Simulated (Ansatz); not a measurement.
Ansatz (a program for electronic structure) input:

Ansatz 0.2 input:
```yaml
crystal:
  lattice:
    - [5.6266113798, 0.0, 0.0]
    - [0.0, 4.179542221, 0.0]
    - [0.0, 0.0, 8.2491919852]
  atoms:
    - { symbol: In, position: [0.826840507, 0.25, 0.599501234] }
    - { symbol: In, position: [0.173159493, 0.75, 0.400498766] }
    - { symbol: In, position: [0.673159493, 0.75, 0.099501234] }
    - { symbol: In, position: [0.326840507, 0.25, 0.900498766] }
    - { symbol: Pd, position: [0.9265896783, 0.25, 0.2680931435] }
    - { symbol: Pd, position: [0.0734103217, 0.75, 0.7319068565] }
    - { symbol: Pd, position: [0.5734103217, 0.75, 0.7680931435] }
    - { symbol: Pd, position: [0.4265896783, 0.25, 0.2319068565] }
    - { symbol: Pd, position: [0.6540131755, 0.75, 0.4270020247] }
    - { symbol: Pd, position: [0.3459868245, 0.25, 0.5729979753] }
    - { symbol: Pd, position: [0.8459868245, 0.25, 0.9270020247] }
    - { symbol: Pd, position: [0.1540131755, 0.75, 0.0729979753] }
kpoints:
  mp_grid: { grid: [6, 7, 4] }
  band_path:
    path:
      - [[0.0, 0.0, 0.0], [0.5, 0.0, 0.0], [0.5, 0.5, 0.0], [0.0, 0.5, 0.0], [0.0, 0.0, 0.0], [0.0, 0.0, 0.5], [0.5, 0.0, 0.5], [0.5, 0.5, 0.5], [0.0, 0.5, 0.5], [0.0, 0.0, 0.5]]  # Γ-X-S-Y-Γ-Z-U-R-T-Z
      - [[0.5, 0.0, 0.0], [0.5, 0.0, 0.5]]  # X-U
      - [[0.0, 0.5, 0.0], [0.0, 0.5, 0.5]]  # Y-T
      - [[0.5, 0.5, 0.0], [0.5, 0.5, 0.5]]  # S-R
    npoints: 6
basis: { xc_grid: 2 }
hamiltonian:
  xc: pbesol
  pseudopotentials: { kind: paw }
magnetization: { noncollinear: true, spin_orbit: true }
scf:
  n_extra_bands: 24
  convergence: { dr2_threshold: 0.0000000001 }
  occupations: { method: gaussian, width: 0.05 }
output: { eigenvalues: true }
```

Output (shortened):

```
Pseudopotential: In, paw_fr, valence charge 13
Pseudopotential: Pd, paw_fr, valence charge 18
Functional definition: PBEsol
non-collinear run that drives no moment, with spin-orbit …
Crystal: 12 atoms, lattice volume = 193.993 Å³
Basis set: ecut = 420 eV, 3765 PW (Γ), exchange–correlation on 80×60×120 points (8 copies of the dense FFT grid, shifted against one another)
Bands: 220, of which v1, the nominal top of the filled ones, is band 196 counted from 1 (195 counted from 0)
Symmetry: 8 space group operations + 8 with time reversal
k-points: 48 of 168
Projection manifold: j_resolved (fully-relativistic pseudo-atomic orbitals)
SCF iter   1: F=—  HF=-77406.721382 eV  |F-HF|=—  |Δ(HF+E_count)|=         —  Δρ=2.01e-1  dr2=1.05e2  dr2_m=0.00e0 (ungated)  ethr=3.10e-3  |M|=0.00e0 ∫|m|=0.00e0 μB  |m|>n=0.0e0 m-floor=0.0e0 τ_xc=0.0e0  β_m=0.30  ⟨swp⟩=6.4  Hψ=24846  notcnv=0  defer=180
preconditioner: auto → Kerker (q_TF=auto, 2.733 Å⁻¹)
spin=Noncollinear: Kerker preconditioning applied to the charge; magnetization (m_x, m_y, m_z) channels mix plain (no charge-response kernel on spin).
SCF iter   2: F=—  HF=-77390.001020 eV  |F-HF|=—  |Δ(HF+E_count)|=    1.67e1  Δρ=9.14e-2  dr2=2.35e1  dr2_m=0.00e0 (ungated)  ethr=3.10e-3  |M|=0.00e0 ∫|m|=0.00e0 μB  |m|>n=0.0e0 m-floor=0.0e0 τ_xc=0.0e0  β_m=0.42  ⟨swp⟩=2.7  Hψ=10891  notcnv=0  defer=748
SCF iter   3: F=—  HF=-77385.161476 eV  |F-HF|=—  |Δ(HF+E_count)|=    4.84e0  Δρ=2.67e-2  dr2=1.02e0  dr2_m=0.00e0 (ungated)  ethr=3.10e-3  |M|=0.00e0 ∫|m|=0.00e0 μB  |m|>n=0.0e0 m-floor=0.0e0 τ_xc=0.0e0  β_m=0.71  ⟨swp⟩=2.0  Hψ=8488  notcnv=0  defer=790
SCF iter   4: F=—  HF=-77384.964385 eV  |F-HF|=—  |Δ(HF+E_count)|=   1.97e-1  Δρ=6.61e-3  dr2=1.04e-1  dr2_m=0.00e0 (ungated)  ethr=5.19e-4  |M|=0.00e0 ∫|m|=0.00e0 μB  |m|>n=0.0e0 m-floor=0.0e0 τ_xc=0.0e0  β_m=0.67  ⟨swp⟩=2.0  Hψ=10774  notcnv=0  defer=824
SCF iter   5: F=—  HF=-77384.951541 eV  |F-HF|=—  |Δ(HF+E_count)|=   1.28e-2  Δρ=2.95e-3  dr2=1.84e-2  dr2_m=0.00e0 (ungated)  ethr=5.33e-5  |M|=0.00e0 ∫|m|=0.00e0 μB  |m|>n=0.0e0 m-floor=0.0e0 τ_xc=0.0e0  β_m=0.67  ⟨swp⟩=2.0  Hψ=7013  notcnv=0  defer=824
SCF iter   6: F=—  HF=-77384.949181 eV  |F-HF|=—  |Δ(HF+E_count)|=   2.36e-3  Δρ=1.19e-3  dr2=3.46e-3  dr2_m=0.00e0 (ungated)  ethr=9.36e-6  |M|=0.00e0 ∫|m|=0.00e0 μB  |m|>n=0.0e0 m-floor=0.0e0 τ_xc=0.0e0  β_m=0.82  ⟨swp⟩=2.1  Hψ=5956  notcnv=0  defer=824
SCF iter   7: F=—  HF=-77384.948451 eV  |F-HF|=—  |Δ(HF+E_count)|=   7.30e-4  Δρ=3.60e-4  dr2=5.19e-4  dr2_m=0.00e0 (ungated)  ethr=1.76e-6  |M|=0.00e0 ∫|m|=0.00e0 μB  |m|>n=0.0e0 m-floor=0.0e0 τ_xc=0.0e0  β_m=0.91  ⟨swp⟩=2.1  Hψ=7095  notcnv=0  defer=824
SCF iter   8: F=—  HF=-77384.948323 eV  |F-HF|=—  |Δ(HF+E_count)|=   1.28e-4  Δρ=8.21e-5  dr2=3.42e-5  dr2_m=0.00e0 (ungated)  ethr=2.65e-7  |M|=0.00e0 ∫|m|=0.00e0 μB  |m|>n=0.0e0 m-floor=0.0e0 τ_xc=0.0e0  β_m=0.94  ⟨swp⟩=2.0  Hψ=7025  notcnv=0  defer=824
SCF iter  12: F=-77384.948327 eV  HF=-77384.948327 eV  |F-HF|=2.91e-11  |Δ(HF+E_count)|=  3.06e-10  Δρ=2.09e-7  dr2=6.95e-11  dr2_m=0.00e0 (ungated)  ethr=1.00e-12  |M|=0.00e0 ∫|m|=0.00e0 μB  |m|>n=0.0e0 m-floor=0.0e0 τ_xc=0.0e0  ⟨swp⟩=8.2  Hψ=21924  notcnv=0
SCF 1 converged in 12 iterations: F = -77384.948327 eV  dr2 = 6.95e-11
NSCF: frozen V_eff on 76 k-points
SCF converged after 12 iterations
Magnetization: |M| = 0.0000 μB,  M = (+0.0000, +0.0000, +0.0000) μB
Absolute magnetization: 0.0000 μB (∫|m|)
  site 0: m = (+0.0000, +0.0000, +0.0000) μB, |m| = 0.0000 μB  (R = 1.12 Å)
  site 1: m = (+0.0000, +0.0000, +0.0000) μB, |m| = 0.0000 μB  (R = 1.12 Å)
  site 2: m = (+0.0000, +0.0000, +0.0000) μB, |m| = 0.0000 μB  (R = 1.12 Å)
  site 3: m = (+0.0000, +0.0000, +0.0000) μB, |m| = 0.0000 μB  (R = 1.12 Å)
  site 4: m = (+0.0000, +0.0000, +0.0000) μB, |m| = 0.0000 μB  (R = 1.13 Å)
  site 5: m = (+0.0000, +0.0000, +0.0000) μB, |m| = 0.0000 μB  (R = 1.13 Å)
  site 6: m = (+0.0000, +0.0000, +0.0000) μB, |m| = 0.0000 μB  (R = 1.13 Å)
  site 7: m = (+0.0000, +0.0000, +0.0000) μB, |m| = 0.0000 μB  (R = 1.13 Å)
  site 8: m = (+0.0000, +0.0000, +0.0000) μB, |m| = 0.0000 μB  (R = 1.12 Å)
  site 9: m = (+0.0000, +0.0000, +0.0000) μB, |m| = 0.0000 μB  (R = 1.12 Å)
  site 10: m = (+0.0000, +0.0000, +0.0000) μB, |m| = 0.0000 μB  (R = 1.12 Å)
  site 11: m = (+0.0000, +0.0000, +0.0000) μB, |m| = 0.0000 μB  (R = 1.12 Å)
Free energy (F): -77384.948327 eV
Harris-Foulkes:  -77384.948327 eV  (|F-HF|=2.91e-11)
Internal energy: -77384.939270 eV  (E = F + TS)
E sigma→0 (E₀):  -77384.943799 eV
Entropy (-TS):   -0.009057 eV (-0.755 meV/atom)
Fermi energy:    17.828136 eV
--- Per-component energies (eV) ---
  E_band       = -1105.168443
  E_kinetic    = 5101.829103
  E_local      = -18682.398065  (includes V_loc(G=0)·N_el)
  E_nonlocal   = 3223.047265
  E_hartree    = 7604.923556
  E_xc         = -2202.508742
  E_vxc        = -2098.565043  (∫ρ·V_xc dr)
  E_paw        = -45842.998779  (= ΣΔE_a)
  E_vpaw       = -3858.930583  (= ΣTr[D̂ρ^β])
  E_aug_tail   = 0.001684  (compensation charges beyond the density's cutoff)
  E_ewald      = -26590.226728
  E_core_change = 3.391435  (= ΣΔE_core)
  E_smearing   = -0.009057  (= −TS)
  E_closure    = 0.000000  (closes the sum)
  Σ components = -77384.948327   (vs F -77384.948327, Δ=0.00e0)
  [band-id]    e_kinetic+e_local+e_nonlocal+2·e_hartree+e_vxc+e_vpaw+e_augmentation_tail = -1105.168526   (vs E_band -1105.168443, Δ=-8.30e-5)
--- Band table (eV; the first three rows and the last of 48) ---
  k-point 0: bands = ["-66.3385", "-66.3385", "-66.3368", "-66.3368", "-66.3308", "-66.3308", "-66.3305", "-66.3305", "-66.2604", "-66.2604", "-66.2592", "-66.2592", "-66.2481", "-66.2481", "-66.2480", "-66.2480", "-35.2348", "-35.2348", "-35.2334", …
  k-point 1: bands = ["-66.3382", "-66.3382", "-66.3371", "-66.3371", "-66.3308", "-66.3308", "-66.3306", "-66.3306", "-66.2602", "-66.2602", "-66.2594", "-66.2594", "-66.2481", "-66.2481", "-66.2480", "-66.2480", "-35.2347", "-35.2347", "-35.2339", …
  k-point 2: bands = ["-66.3377", "-66.3377", "-66.3377", "-66.3377", "-66.3306", "-66.3306", "-66.3306", "-66.3306", "-66.2598", "-66.2598", "-66.2598", "-66.2598", "-66.2481", "-66.2481", "-66.2481", "-66.2481", "-35.2345", "-35.2345", "-35.2345", …
  k-point 47: bands = ["-66.3345", "-66.3345", "-66.3345", "-66.3345", "-66.3329", "-66.3329", "-66.3329", "-66.3329", "-66.2544", "-66.2544", "-66.2544", "-66.2544", "-66.2543", "-66.2543", "-66.2543", "-66.2543", "-35.2254", "-35.2254", "-35.2254", …
```

Cost: very roughly 17 core-minutes on shared cores.

Space group Pnma. The first step of the workflow began from a Materials Project structure, measured or hypothetical; the Crystallography Open Database copy checked does not list it. Whether it is the stable phase at ambient conditions was not checked. The PBEsol relaxation kept the symmetry of its start; whether a distortion lowers the energy is not shown. The run is not spin-polarised.

Potentials: the later of the program's two PAW sets.

Ansatz is a plane-wave DFT program.
